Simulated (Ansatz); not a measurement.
## VIr3: computed property card

VIr3:
```
CELL_PARAMETERS angstrom
      3.79423     0.00000     0.00000
      0.00000     3.79423     0.00000
      0.00000     0.00000     3.79423
ATOMIC_POSITIONS crystal
  V  0.00000 0.00000 0.00000
  Ir 0.50000 0.50000 0.00000
  Ir 0.00000 0.50000 0.50000
  Ir 0.50000 0.00000 0.50000
```

Space group Pm-3m (No. 221), Cu3Au type; conventional cell a = b = c = 3.7942 Å, α = β = γ = 90.00°.

Method: plane-wave PAW PBEsol (Ansatz code). The cell and atoms are relaxed at this level. Other levels are named where they apply.

Cell and energy:

```
Item                                                           Value
-----------------------------------------------------  -------------
Volume per atom                                             13.66 Å³
Density                                                  19.08 g/cm³
Formation energy from the elements (no fitted shifts)  -0.49 eV/atom
```

Electronic structure:

```
Item                                                                        Result
------------------------------------  --------------------------------------------
Electronic character                                             metallic (no gap)
Density of states at the Fermi level  0.49 states/eV per atom (mean over ±0.08 eV)
Gap with spin–orbit coupling                                       none (metallic)
```

Mechanics:

```
Quantity                                                                      Result
--------------------------------------------  --------------------------------------
Bulk modulus (Birch–Murnaghan fit)                                           353 GPa
Pressure derivative B′                                                           4.8
Elastic constants (relaxed ions, GPa)                C11 = 584, C12 = 239, C44 = 288
Mechanical stability                          stable (all eigenvalues of C positive)
Hill bulk and shear moduli                                           354 and 234 GPa
Young's modulus                                                              576 GPa
Poisson's ratio                                                                 0.23
Debye temperature from the elastic constants                                   484 K
```

Phonons:

```
Quantity                                        Value
-----------------------------  ----------------------
Highest zone-centre frequency                5.52 THz
Zone-centre stability          no imaginary mode at Γ
```

The workflow started from a Materials Project entry (that database holds measured and hypothetical structures alike); the Crystallography Open Database files this formula in space group No. 221, but the cells were not matched. Whether it is the stable phase at ambient conditions was not checked. The PBEsol relaxation kept the symmetry of its start. No spin polarisation was allowed. As this level gives no gap, shear constants depend on the k-mesh and smearing (Fermi–Dirac, 0.1 eV here). As this level gives no gap, phonon frequencies hold no LO–TO term and depend on the k-mesh and smearing (Fermi–Dirac, 0.1 eV here). The references are the lowest solids computed at this level, not always the standard phases. Scalar-relativistic: spin–orbit coupling is off unless named, which matters more the heavier the elements.

Potentials: the later of the program's two PAW sets.
